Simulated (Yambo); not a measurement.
A G0W0@PBEsol run in Yambo for CsMo2AlO8 (space group P-3m1, No. 164) (3×3×1 Γ-centred k mesh, bands 3 to 251 and a 6 Ry block in the screening, 251 bands in G with the Bruneval-Gonze terminator, plasmon pole fitted at 27.2 eV) gives these matrix elements, in eV, at the band edges (Γ → Γ):

| state | E0 | <Vxc> | <Σx> | <Σc(E0)> | Z |
|---|---|---|---|---|---|
| valence edge | 0.000 | -19.728 | -24.721 | 3.972 | 0.780 |
| conduction edge | 3.670 | -18.658 | -13.375 | -2.978 | 0.815 |

Task: Solve the linearised quasiparticle equation for both states, give the gap, and say how exchange and correlation each act on it.

Result: E = E0 + Z(Σx + Σc − Vxc). Valence: 0.000 + 0.780 × (-24.721 + (3.972) − (-19.728)) = -0.80 eV. Conduction: 3.670 + 0.815 × (-13.375 + (-2.978) − (-18.658)) = 5.55 eV. The gap is 6.35 eV, against 3.67 eV in PBEsol. Replacing Vxc by bare exchange alone would open it by 10.28 eV; correlation takes back 6.95 eV of that, and Z scales what is left. Nearest settings tried, and what they do to the gap: 168 bands in G: +19 meV; 126 bands in W: +68 meV; 5 Ry block (311 vectors against 391): +9 meV. Not varied: mesh. So the settings aren't converged at that level. Spin-orbit splittings are left out.

Geometry of the Materials Project entry, not relaxed at this level; primitive cell a = 5.650 Å, b = 5.650 Å, c = 8.265 Å, α = 90.00°, β = 90.00°, γ = 120.00°.
